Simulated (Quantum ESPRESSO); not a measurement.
NaYS$_{2}$ (space group R-3m, No. 166) has an indirect gap of 2.14 eV with PBEsol (Quantum ESPRESSO, PseudoDojo norm-conserving, 88 Ry, without SOC). After an isotropic strain (on all lattice vectors, atoms relaxed) the gap is indirect, 2.01 eV.

Task: Which strain was applied?
(A) -0.7 %
(B) +2 %
(C) -1.5 %
(D) +1 %
(E) -3 %

Result: C, -1.5 %. Gaps found: -3 %: 1.85 eV (indirect); -1.5 %: 2.01 eV (indirect); -0.7 %: 2.08 eV (indirect); 0 %: 2.14 eV (indirect); 1 %: 2.23 eV (indirect); 2 %: 2.31 eV (indirect).
